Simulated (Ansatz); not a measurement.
Run on V (diamond type): DFT, PBEsol, PAW with Ansatz's default frozen-core files, scalar-relativistic (Ansatz 0.2.0). This run: volume at 0.4 of the series' base cell.

The cell comes from a relaxation on PAW files under the same functional, begun from a prototype that needn't be the stable phase.

Command: `ansatz run input.yaml --threads 1 --pin off --max-ram 2048MiB --backend cpu --events-out ev --progress --plain --runs-dir out` It took 3.1 s on 1 thread of Arm Neoverse V1, with other jobs on the host, peak memory 0.29 GiB.

```yaml
crystal:
  lattice:
    - [0.0, 1.9120973088, 1.9120973088]
    - [1.9120973088, 0.0, 1.9120973088]
    - [1.9120973088, 1.9120973088, 0.0]
  atoms:
    - { symbol: V, position: [-0.125, -0.125, -0.125] }
    - { symbol: V, position: [0.125, 0.125, 0.125] }
kpoints:
  mp_grid: { grid: [14, 14, 14] }
  band_path:
    path:
      - [0.0, 0.0, 0.0]
      - [0.5, 0.0, 0.5]
      - [0.625, 0.25, 0.625]
      - [0.375, 0.375, 0.75]
      - [0.0, 0.0, 0.0]
      - [0.5, 0.5, 0.5]
      - [0.5, 0.25, 0.75]
      - [0.5, 0.0, 0.5]
    npoints: 8
scf:
  occupations: { method: fermi_dirac, width: 0.08 }
hamiltonian:
  xc: pbesol
  pseudopotentials: { kind: paw }
output:
  forces: true
  stress: true
  eigenvalues: true
  populations: true
  dos: { projected: true, de: 0.2, e_range: [-14, 8] }
```

Output:

```
Engine: ansatz 0.2.0
Pseudopotentials: kind: paw
Pseudopotential: V, paw, valence charge 13, recommended cutoff 420 eV (normal), V.paw.azcp
Functional definition: PBEsol
  exchange = pbesol_x
  correlation = pbesol_c
Crystal: 2 atoms, lattice volume = 13.982 Å³
Basis set: ecut = 420 eV, 283 PW (Γ), exchange–correlation on 40×40×40 points (8 copies of the dense FFT grid, shifted against one another)
Bands: 17, of which v1, the nominal top of the filled ones, is band 13 counted from 1 (12 counted from 0)
Symmetry: 48 space group operations
Space group: Fd-3m (ITA 227), of the structure as read, at distance tolerance 2.4e-5 Å
k-points: 104 of 2744
Non-local potential: V, projectors of the file, l = 0: 3, l = 1: 2, l = 2: 3, l = 3: 1
PAW form: soft (Blöchl's): semilocal exchange-correlation on the pseudo side does not see the compensation charge
PAW frozen core: V, regenerated for the run's functional, and the local potential with it (the file was generated under x = pbe(κ = 0.804, μ = 0.2195149727645171), c = pbe(β = 0.06672455060314922))
PAW one-centre angular grid: V, 590 points (default); XC on 64 Gauss nodes
Initial density: superposition of atomic densities (neutral atoms: chi_scale 0, normalization atom), corrected by the library's trained network
Initial wavefunctions: pseudopotential atomic-orbital guess
Functional: x = pbesol(κ = 0.804, μ = 0.12345679012345678), c = pbesol(β = 0.046)
SCF iter   1: F=—  HF=-5752.376433 eV  |F-HF|=—  |Δ(HF+E_count)|=         —  Δρ=6.74e-2  dr2=3.91e-1  ethr=1.77e-3  ⟨swp⟩=4.4  Hψ=7351  notcnv=0
preconditioner: auto → none  [metal: Δε(μ)=0.002 eV  Ē_g=26.677 eV  σ=0.080 eV  W_gap=0.01  n_scr=8 (ndim 8)  ℏωp=46.6 eV  f_vac=0.000  D(μ)=1.52/eV (n_scr^D=14)  sad-step TF]
SCF iter   2: F=—  HF=-5752.311452 eV  |F-HF|=—  |Δ(HF+E_count)|=   6.50e-2  Δρ=4.12e-2  dr2=1.67e-1  ethr=1.51e-3  ⟨swp⟩=1.1  Hψ=2610  notcnv=0
SCF iter   3: F=—  HF=-5752.261545 eV  |F-HF|=—  |Δ(HF+E_count)|=   4.99e-2  Δρ=3.84e-3  dr2=9.99e-4  ethr=6.43e-4  ⟨swp⟩=2.2  Hψ=2708  notcnv=0
SCF iter   4: F=—  HF=-5752.261948 eV  |F-HF|=—  |Δ(HF+E_count)|=   4.03e-4  Δρ=5.02e-4  dr2=2.36e-5  ethr=3.84e-6  ⟨swp⟩=2.4  Hψ=3090  notcnv=0
SCF iter   5: F=—  HF=-5752.261928 eV  |F-HF|=—  |Δ(HF+E_count)|=   2.06e-5  Δρ=2.26e-4  dr2=4.19e-6  ethr=9.08e-8  ⟨swp⟩=2.5  Hψ=3236  notcnv=0
SCF iter   6: F=-5752.261926 eV  HF=-5752.261926 eV  |F-HF|=4.97e-8  |Δ(HF+E_count)|=   1.59e-6  Δρ=2.55e-5  dr2=6.04e-8  ethr=3.85e-10  ⟨swp⟩=5.0  Hψ=8864  notcnv=0
SCF 1 converged in 6 iterations: F = -5752.261926 eV  dr2 = 6.04e-8
  greatest PAW one-centre occupation: 1.015 electrons in one spin orbital (limit 2), on the V atom at site 1 (counted from 0), in its partial waves of l = 1
NSCF: frozen V_eff on 57 k-points
SCF converged after 6 iterations
Free energy (F): -5752.261926 eV
Harris-Foulkes:  -5752.261926 eV  (|F-HF|=4.97e-8)
Internal energy: -5752.233946 eV  (E = F + TS)
E sigma→0 (E₀):  -5752.247936 eV
Entropy (-TS):   -0.027980 eV (-13.990 meV/atom)
Fermi energy:    34.343378 eV
--- Per-component energies (eV) ---
  E_band       = 117.822111
  E_kinetic    = 740.713374
  E_local      = -1309.473024  (includes V_loc(G=0)·N_el)
  E_nonlocal   = -34.581772
  E_hartree    = 768.064301
  E_xc         = -268.430064
  E_vxc        = -342.765818  (∫ρ·V_xc dr)
  E_paw        = -2220.918246  (= ΣΔE_a)
  E_vpaw       = -472.212905  (= ΣTr[D̂ρ^β])
  E_aug_tail   = 0.000560  (compensation charges beyond the density's cutoff)
  E_ewald      = -3427.908432
  E_core_change = 0.299358  (= ΣΔE_core)
  E_smearing   = -0.027980  (= −TS)
  E_closure    = 0.000000  (closes the sum)
  Σ components = -5752.261926   (vs F -5752.261926, Δ=0.00e0)
--- Forces (eV/Å), atoms counted from 1 ---
  atom   1  V     -0.00000000     0.00000000     0.00000000
  atom   2  V      0.00000000    -0.00000000    -0.00000000
  max |Σ_I F_I| component: 0.00e0 eV/Å
--- Stress (GPa, compression-positive) ---
      497.024573      -0.000000       0.000000
       -0.000000     497.024573       0.000000
       -0.000000       0.000000     497.024573
  P = ⅓ Tr σ = 497.0246 GPa (4970.246 kbar)
--- Band table (eV; the first three rows and the last of 104) ---
  k-point 0: bands = ["-34.5640", "-25.4596", "-7.6486", "-7.6486", "-7.6486", "-1.9721", "-1.9721", "-1.9721", "25.9335", "27.6774", "27.6774", "32.2088", "32.2088", "32.2088", "38.4920", "38.4920", "38.4920"]
  k-point 1: bands = ["-34.5004", "-25.5936", "-7.7076", "-7.7076", "-7.6348", "-1.8998", "-1.8919", "-1.8919", "26.1345", "27.5642", "27.5642", "32.1649", "32.4358", "32.4358", "38.1718", "38.3570", "38.3570"]
  k-point 2: bands = ["-34.3144", "-25.9730", "-7.8646", "-7.8646", "-7.6107", "-1.6803", "-1.6758", "-1.6758", "26.6449", "27.3444", "27.3444", "32.1567", "32.9094", "32.9094", "37.2426", "38.0637", "38.0637"]
  k-point 103: bands = ["-30.8167", "-30.8167", "-9.8227", "-9.8227", "-3.6503", "-3.6503", "0.8007", "0.8007", "24.7527", "24.7527", "31.3981", "31.3981", "34.9906", "34.9906", "37.9079", "37.9079", "42.2944"]
--- Löwdin populations: 2 sites ---
  site symbol       q [e]
     0      V     12.9403
     1      V     12.9403
  spilling = 0.004592 (of n_electrons = 26.000000)
```

populations.tsv:

```
# site	symbol	l	j	q
# orbitals = lowdin
# n_electrons = 26.000000
# spilling = 0.004592
0	V	0_3S	-	1.880991
0	V	0_4S	-	0.421605
0	V	1_3P	-	5.790373
0	V	2_3D	-	4.847332
1	V	0_3S	-	1.880991
1	V	0_4S	-	0.421605
1	V	1_3P	-	5.790373
1	V	2_3D	-	4.847332
```

Next run (volume at 0.4 of the series' base cell, core large), as changes to the input before:

```diff
   mp_grid: { grid: [14, 14, 14] }
-  band_path:
-    path:
-      - [0.0, 0.0, 0.0]
-      - [0.5, 0.0, 0.5]
-      - [0.625, 0.25, 0.625]
-      - [0.375, 0.375, 0.75]
-      - [0.0, 0.0, 0.0]
-      - [0.5, 0.5, 0.5]
-      - [0.5, 0.25, 0.75]
-      - [0.5, 0.0, 0.5]
-    npoints: 8
 scf:
   xc: pbesol
-  pseudopotentials: { kind: paw }
+  pseudopotentials: { kind: paw, core: large }
 output:
   eigenvalues: true
-  populations: true
-  dos: { projected: true, de: 0.2, e_range: [-14, 8] }
+  write_density: true
+  write_potential: true
+  elf: true
+  volumetric_format: npy
```

Command: `ansatz run input.yaml --threads 1 --pin off --max-ram 2048MiB --backend cpu --events-out ev --progress --plain --runs-dir out` It took 2.6 s on 1 thread of Arm Neoverse V1, with other jobs on the host, peak memory 0.29 GiB.

Results part of the output:

```
Warning: of V the run reads no dataset of the core that `hamiltonian.pseudopotentials.core` asks for: this build lists none beside the file that it uses, or the input names that file
SCF 1 converged in 6 iterations: F = -5752.261926 eV  dr2 = 6.04e-8
  greatest PAW one-centre occupation: 1.015 electrons in one spin orbital (limit 2), on the V atom at site 1 (counted from 0), in its partial waves of l = 1
SCF converged after 6 iterations
Free energy (F): -5752.261926 eV
Harris-Foulkes:  -5752.261926 eV  (|F-HF|=4.97e-8)
Internal energy: -5752.233946 eV  (E = F + TS)
E sigma→0 (E₀):  -5752.247936 eV
Entropy (-TS):   -0.027980 eV (-13.990 meV/atom)
Fermi energy:    34.343378 eV
--- Per-component energies (eV) ---
  E_band       = 117.822111
  E_kinetic    = 740.713374
  E_local      = -1309.473024  (includes V_loc(G=0)·N_el)
  E_nonlocal   = -34.581772
  E_hartree    = 768.064301
  E_xc         = -268.430064
  E_vxc        = -342.765818  (∫ρ·V_xc dr)
  E_paw        = -2220.918246  (= ΣΔE_a)
  E_vpaw       = -472.212905  (= ΣTr[D̂ρ^β])
  E_aug_tail   = 0.000560  (compensation charges beyond the density's cutoff)
  E_ewald      = -3427.908432
  E_core_change = 0.299358  (= ΣΔE_core)
  E_smearing   = -0.027980  (= −TS)
  E_closure    = 0.000000  (closes the sum)
  Σ components = -5752.261926   (vs F -5752.261926, Δ=0.00e0)
--- Forces (eV/Å), atoms counted from 1 ---
  atom   1  V     -0.00000000    -0.00000000     0.00000000
  atom   2  V     -0.00000000    -0.00000000    -0.00000000
  max |Σ_I F_I| component: 5.92e-16 eV/Å
--- Stress (GPa, compression-positive) ---
      497.024573      -0.000000      -0.000000
       -0.000000     497.024573       0.000000
       -0.000000       0.000000     497.024573
  P = ⅓ Tr σ = 497.0246 GPa (4970.246 kbar)
--- Band table (eV; the first three rows and the last of 104) ---
  k-point 0: bands = ["-34.5640", "-25.4596", "-7.6486", "-7.6486", "-7.6486", "-1.9721", "-1.9721", "-1.9721", "25.9335", "27.6774", "27.6774", "32.2088", "32.2088", "32.2088", "38.4920", "38.4920", "38.4920"]
  k-point 1: bands = ["-34.5004", "-25.5936", "-7.7076", "-7.7076", "-7.6348", "-1.8998", "-1.8919", "-1.8919", "26.1345", "27.5642", "27.5642", "32.1649", "32.4358", "32.4358", "38.1718", "38.3570", "38.3570"]
  k-point 2: bands = ["-34.3144", "-25.9730", "-7.8646", "-7.8646", "-7.6107", "-1.6803", "-1.6758", "-1.6758", "26.6449", "27.3444", "27.3444", "32.1567", "32.9094", "32.9094", "37.2426", "38.0637", "38.0637"]
  k-point 103: bands = ["-30.8167", "-30.8167", "-9.8227", "-9.8227", "-3.6503", "-3.6503", "0.8007", "0.8007", "24.7527", "24.7527", "31.3981", "31.3981", "34.9906", "34.9906", "37.9079", "37.9079", "42.2944"]
```

The PAW files were made under PBE. The structure type is held throughout; the real material can change phase at far lower pressure. At this compression frozen-core PAW has no all-electron check here.
